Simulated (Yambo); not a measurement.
**WS$_{2}$: sweep of GW parameters**

G0W0@LDA for WS2 (space group P6_3/mmc, No. 194) in Yambo. Reference settings: 6×6×1 Γ-centred k mesh, bands 3 to 215 and a 8 Ry block in the screening, 215 bands in G with the Bruneval-Gonze terminator, plasmon pole fitted at 27.2 eV. The LDA gap Γ → (0.167, 0.167, 0) on this mesh is 1.15 eV; G0W0 gaps are taken between the same points.

| change from the reference | G0W0 gap Γ → (0.167, 0.167, 0) (eV) | shift of the valence edge (eV) | rough Yambo cost |
|---|---|---|---|
| reference settings | 1.57 | -0.03 | 1 |
| 82 bands in W, 82 bands in G | 1.57 | 0.28 | about 1/3 |
| 138 bands in G | 1.57 | -0.02 | – |
| 3 Ry block | 1.47 | 0.26 | within a factor of two |
| no random integration | 1.56 | 0.09 | – |
| no terminator | 1.56 | 0.14 | – |

The reference isn't shown to be the converged limit. Costs are rough (shared machines), scaled to the same edge states, and given only for runs that recompute the screening.

Spin-orbit coupling is left out, which matters for elements this heavy: edges can move by tenths of an eV.

Geometry of the Materials Project entry, not relaxed at this level; primitive cell a = b = 3.1842 Å, c = 12.9783 Å, α = β = 90.00°, γ = 120.00°.

A shift is the quasiparticle energy of the state minus its LDA energy.

The distance between layers or molecules is the database entry's, not relaxed here. Functionals without dispersion can leave it too large, which widens gaps and weakens the response across layers: the numbers belong to this cell.
